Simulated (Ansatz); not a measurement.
One starting cell of GaSb (a generated cell, GaSb placed in the zincblende structure type) was relaxed twice with Ansatz (plane waves, PAW, scalar-relativistic): with r2SCAN at 500 eV and with PBE at 420 eV. The r2SCAN result:

```
CELL_PARAMETERS angstrom
      0.00000     3.06622     3.06622
      3.06622     0.00000     3.06622
      3.06622     3.06622     0.00000
ATOMIC_POSITIONS crystal
  Sb 0.75000 0.75000 0.75000
  Ga 0.00000 0.00000 0.00000
```

| quantity | r2SCAN | PBE |
|---|---|---|
| space group | F-43m | F-43m |
| volume (Å³/atom) | 28.83 | 30.00 |
| a (Å) | 6.132 | 6.214 |
| gap (eV, no spin-orbit coupling) | 0.41 | 0.00 |

Both levels end in the same structure; PBE's volume is 4.1 % larger; its gap is 0.41 eV smaller, so that PBE closes a gap that the other level keeps. Neither column is exact.

No spin polarisation in the result. Spin-orbit coupling is missing; with elements this heavy it can move band edges by tenths of an eV or more.

Measured for GaSb: a 6.0959 Å (room temperature; as listed in I. Vurgaftman, J. R. Meyer, L. R. Ram-Mohan, Journal of Applied Physics (2001)); gap 0.82 eV (0 K or low temperature; as listed in arXiv:1206.3780). Computed minus measured — a: r2SCAN +0.6 %, PBE +1.9 %; gap: r2SCAN -0.41 eV, PBE -0.82 eV. The computed values are for a static lattice, and a measured gap can be an optical one, lowered by exciton binding.

The run could not lose the symmetry of its start; a randomly shaken copy of 2 atoms returns to this structure.

All atoms sit on sites fixed by symmetry, so only the cell could relax.

Ansatz is a first-principles code.
